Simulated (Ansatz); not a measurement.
KBr (rock salt, Fm-3m), a = b = c = 6.7055 Å, α = β = γ = 90.00°; the cell used has 2 atoms.

Relaxed with PBE. Independent-particle spectrum: no excitons, no local fields, no scissors shift; 0.1 eV broadening; ε₁ of the summed bands alone.

Task: Tabulate the dielectric function from plane-wave PAW PBE (Ansatz code).

Result: 

```tsv
E (eV)	ε₁ xx	ε₂ xx
0.0	2.73	0.00
0.5	2.74	0.00
1.0	2.76	0.00
1.5	2.79	0.00
2.0	2.84	0.00
2.5	2.92	0.00
3.0	3.02	0.00
3.5	3.17	0.00
4.0	3.43	0.00
4.5	3.88	0.37
5.0	3.91	0.68
5.5	4.09	0.91
6.0	4.61	1.19
6.5	5.14	3.10
7.0	2.78	4.72
7.5	0.91	3.07
8.0	1.48	2.18
8.5	3.09	2.06
9.0	2.08	4.51
9.5	0.28	3.52
10.0	-0.70	2.58
10.5	-0.70	1.49
11.0	-0.11	0.52
11.5	0.56	0.82
12.0	0.66	0.96
```

Task: From ε at 4.6 eV (xx: 3.87 + 0.46i), find n, k, the normal reflectivity and the absorption coefficient.

Result: n = 1.97, k = 0.117, R = 11 %, α = 2kE/ħc = 55000 cm⁻¹.

With all bands, ε∞ without local fields is 2.76. DFPT, with local fields, gives 2.50.

Symmetry was held in the PBE relaxation; phonons on a q-mesh show no instability. Spin–orbit coupling is left out wherever it is not named.

Potentials: the later of the program's two PAW sets.
